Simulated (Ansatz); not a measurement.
**Sc: two-dimensional strain map**

These are results of DFT PBE, scalar-relativistic, plane waves, PAW in Ansatz, not measurements. The runs took a 420 eV cutoff, a Γ-centred 18×18×10 mesh and Gaussian smearing (0.15 eV). No spin polarisation. Energies are free energies at this smearing, counted from the undisturbed cell; pressure is positive in compression.

Reference structure (as given, not relaxed at this level; it stands at -0.6 GPa):

```yaml
crystal:
  lattice:
    - [3.30880, 0.00000, 0.00000]
    - [-1.65440, 2.86550, 0.00000]
    - [0.00000, 0.00000, 5.26800]
  atoms:
    - { symbol: Sc, position: [0.33333, 0.66667, 0.25000] }
    - { symbol: Sc, position: [0.66667, 0.33333, 0.75000] }
```

The cell is strained by p along both x and y and by q along z, fractional coordinates fixed. Points are written (p, q).

Energy above the undisturbed cell in meV/atom (a dash: not computed):

```csv
p \ q,-0.030,-0.015,0.000,0.015,0.030
-0.030,26.9,21.2,19.1,20.3,24.5
-0.015,7.7,4.3,4.4,7.8,14.2
0.000,-0.9,-2.2,0.0,5.4,13.8
0.015,0.3,0.9,5.0,12.3,22.5
0.030,10.3,12.8,18.7,27.7,39.5
```

Pressure in GPa:

| p \ q | -0.030 | -0.015 | 0.000 | 0.015 | 0.030 |
| --- | --- | --- | --- | --- | --- |
| -0.030 | 4.9 | 3.9 | 3.0 | 2.2 | 1.4 |
| -0.015 | 2.8 | 1.9 | 1.1 | 0.3 | -0.4 |
| 0.000 | 1.0 | 0.1 | -0.6 | -1.3 | -2.0 |
| 0.015 | -0.7 | -1.4 | -2.1 | -2.8 | -3.4 |
| 0.030 | -2.1 | -2.8 | -3.4 | -4.0 | -4.6 |